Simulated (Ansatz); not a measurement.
Sr3SbN (anti-perovskite, Pm-3m) at seven volumes, the program Ansatz at the LDA level (PAW), scaled uniformly. One row is withheld.

```csv
V (Å³/atom),P (GPa)
23.740,?
24.523,3.84
25.305,1.79
26.088,0.00
26.871,-1.54
27.653,-2.85
28.436,-3.97
```

Problem. Fit the shown pressures and predict the withheld one.

Solution. P = (3/2)B₀(x^(7/2) − x^(5/2))[1 + (3/4)(B′ − 4)(x − 1)] with x = (V₀/V)^(2/3). Least squares on the six rows gives V₀ = 26.087 Å³/atom, B₀ = 54.9 GPa, B′ = 4.04. At V = 23.740, x = 1.0649 and P = 6.26 GPa. The run itself gave 6.30 GPa.

The workflow started from a Materials Project entry (that database holds measured and hypothetical structures alike); the Crystallography Open Database copy checked does not list it. Whether it is the stable phase at ambient conditions was not checked. The LDA relaxation kept the symmetry of its start; of distortions, only those at the zone centre were tested. Spin–orbit coupling is left out wherever it is not named.

Potentials: the later of the program's two PAW sets.
